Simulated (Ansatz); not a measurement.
Start of a relaxation of Mg₂B₆Pt:

Space group R-3m:H (No. 166). a = 6.066 Å, b = 6.066 Å, c = 7.617 Å, α = 90.00°, β = 90.00°, γ = 120.00°
```tsv
atom	site	symmetry	x	y	z
Mg	6c	3m	0.3333	0.6667	0.8522
B	18g	.2	0.9886	0.6667	0.1667
Pt	3b	-3m	0.3333	0.6667	0.1667
```

Method: DFT PBE, scalar-relativistic, plane waves, PAW in Ansatz 0.2.0. Cutoff 420 eV, Gaussian smearing, Γ-centred meshes. Cell and atoms relax first on a coarse mesh and then on a finer one. In between, the cell is made exact in the group found at 0.06 Å. In metals the finer mesh still leaves noise of several meV/atom or more. The steps can't lower the symmetry of their start. No spin polarisation.

A guess keeps its type if space group and coordination stay and the shape of the cell changes little (axis ratios within about 15 %, angles within 6°); the volume may change.

Question: Does this structure survive the relaxation?

Answer: It doesn't keep its type. The symmetry stays R-3m (No. 166). The volume per atom grows by 52.2 %, from 9.0 to 13.7 Å³. The shortest distance goes from 1.88 Å (B–B) to 1.58 Å (B–B). The ratio c/a of the conventional cell changes by a factor of 1.78. Counting neighbours within 15 % of an atom's shortest distance, the start has B 6, Mg 6, Pt 8 and the end B 1, Mg 7, Pt 6. In detail, at the end around Mg lie 6 B at 2.43 Å and 1 Pt at 2.70 Å; B is surrounded by 1 B at 1.58 Å, 1 Pt at 2.09 Å, 2 B at 2.09 Å and 2 Mg at 2.43 Å; Pt is surrounded by 6 B at 2.09 Å and 2 Mg at 2.70 Å.

```cif
data_structure
_symmetry_space_group_name_H-M 'R-3m:H'
_symmetry_Int_Tables_number 166
_cell_length_a 5.7563
_cell_length_b 5.7563
_cell_length_c 12.8728
_cell_angle_alpha 90.000
_cell_angle_beta 90.000
_cell_angle_gamma 120.000
_cell_volume 369.40
loop_
_atom_site_label
_atom_site_type_symbol
_atom_site_symmetry_multiplicity
_atom_site_Wyckoff_symbol
_atom_site_fract_x
_atom_site_fract_y
_atom_site_fract_z
_atom_site_occupancy
Mg1 Mg 6 c 0.33333 0.66667 0.95661 1
B1 B 18 g 0.97034 0.66667 0.16667 1
Pt1 Pt 3 b 0.33333 0.66667 0.16667 1
```

The zero of energy is the elements' standard structures at the same level; no fitted shifts are applied.

Question: At what energy does it end?

Answer: +0.36 eV/atom. The separate elements lie lower, so it is unstable against them.

The last run used a 12×12×12 mesh for its 9-atom cell and Gaussian smearing of 0.10 eV. These runs have no spin–orbit coupling, which can matter for Pt. Symmetry constrained the relaxation, so the result can be a saddle point.
